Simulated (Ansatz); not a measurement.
Calculated with Ansatz: TaAgBr3, single run

Run with:

```bash
ansatz run input.yaml --threads 1 --pin off --max-ram 2560MiB --backend cpu --events-out ev --progress --plain --runs-dir out
```

The input file (Ansatz 0.2.0, plane waves):

```yaml
crystal:
  lattice:
    - [7.169207, 0.0, 0.0]
    - [-3.584604, 6.208722, 0.0]
    - [0.0, -4.139144, 5.929234]
  atoms:
    - { symbol: Ta, position: [0.0, 0.0, 0.0] }
    - { symbol: Ta, position: [0.5, 0.0, 0.5] }
    - { symbol: Br, position: [0.8108, 0.5117, 0.753] }
    - { symbol: Br, position: [0.2413, 0.0521, 0.753] }
    - { symbol: Br, position: [0.7009, 0.9422, 0.753] }
    - { symbol: Br, position: [0.7413, 0.9422, 0.253] }
    - { symbol: Br, position: [0.2009, 0.5117, 0.253] }
    - { symbol: Br, position: [0.3108, 0.0521, 0.253] }
    - { symbol: Ag, position: [0.2492, 0.4984, 0.7476] }
    - { symbol: Ag, position: [0.7492, 0.4984, 0.2476] }
  symmetry: { tolerance: 0.0003 }
kpoints:
  mp_grid: { grid: [4, 4, 4], shift: [0, 0, 0] }
magnetization:
  spin_polarized: false
scf:
  occupations: { method: fermi_dirac }
  eigensolver: { kind: davidson }
hamiltonian:
  pseudopotentials: { kind: paw }
  xc: pbe
basis:
  ecutwfc: 420
output:
  forces: true
  stress: true
  eigenvalues: true
```

Origin of the cell: a known structure type with other elements, at an estimated volume, so it need not be a known compound.

The smearing width isn't typed, so it takes its default of 0.1 eV.

Output (shortened):

```
SCF iter   1: F=—  HF=-51744.118692 eV  Δρ=7.29e-3  dr2=6.57e-1
SCF iter   2: F=—  HF=-51744.032789 eV  Δρ=3.04e-3  dr2=5.82e-2
SCF iter   3: F=—  HF=-51744.025431 eV  Δρ=8.95e-4  dr2=2.19e-3
SCF iter   4: F=—  HF=-51744.025588 eV  Δρ=4.17e-4  dr2=6.02e-4  defer=2
SCF iter   5: F=—  HF=-51744.025446 eV  Δρ=1.07e-4  dr2=6.65e-5  defer=1
SCF iter   6: F=—  HF=-51744.025459 eV  Δρ=3.83e-5  dr2=4.00e-6
SCF iter   7: F=—  HF=-51744.025462 eV  Δρ=1.03e-5  dr2=4.52e-7
SCF iter   8: F=-51744.025462 eV  HF=-51744.025462 eV  Δρ=3.32e-6  dr2=5.24e-8
SCF 1 converged in 8 iterations: F = -51744.025462 eV  dr2 = 5.24e-8
SCF converged after 8 iterations
Free energy (F): -51744.025462 eV
Harris-Foulkes:  -51744.025462 eV  (|F-HF|=4.58e-8)
Internal energy: -51743.694019 eV  (E = F + TS)
E sigma→0 (E₀):  -51743.859740 eV
Entropy (-TS):   -0.331444 eV (-33.144 meV/atom)
Fermi energy:    8.624914 eV
--- Per-component energies (eV) ---
  E_band       = -1288.212048
  E_kinetic    = 2595.083155
  E_local      = -10088.962337  (includes V_loc(G=0)·N_el)
  E_nonlocal   = 617.258768
  E_hartree    = 4104.518584
  E_xc         = -2386.700484
  E_vxc        = -1490.155606  (∫ρ·V_xc dr)
  E_paw        = -38084.824501  (= ΣΔE_a)
  E_vpaw       = -1130.466046  (= ΣTr[D̂ρ^β])
  E_aug_tail   = 0.000957  (compensation charges beyond the density's cutoff)
  E_ewald      = -8500.068159
  E_smearing   = -0.331444  (= −TS)
  Σ components = -51744.025462   (vs F -51744.025462, Δ=0.00e0)
--- Forces (eV/Å), atoms counted from 1 ---
  atom   1  Ta    -0.000000     0.000000     0.902976
  atom   2  Ta    -0.000000     0.000000     0.902976
  atom   3  Br     0.432047    -0.606821    -0.295508
  atom   4  Br     0.309499     0.677574    -0.295508
  atom   5  Br    -0.741546    -0.070753    -0.295508
  atom   6  Br     0.741546    -0.070753    -0.295508
  atom   7  Br    -0.432047    -0.606821    -0.295508
  atom   8  Br    -0.309499     0.677574    -0.295508
  atom   9  Ag     0.000000    -0.000000    -0.016472
  atom  10  Ag     0.000000    -0.000000    -0.016472
  max |Σ_I F_I| component: 4.09e-5 eV/Å
--- Stress (GPa, compression-positive) ---
        1.688987       0.000000       0.000000
        0.000000       1.688987      -0.000000
        0.000000      -0.000000       1.230565
  P = ⅓ Tr σ = 1.5362 GPa (15.362 kbar)
```

Caveats: no moments, though an odd count or open d shells may carry them; no spin-orbit coupling, though heavy elements are present; the k mesh is coarse if the cell is a metal.

The run took 13 s on 1 thread of Intel(R) Xeon(R) 6975P-C (Granite Rapids) (shared host), peak memory 0.57 GiB, from the program's own first density.
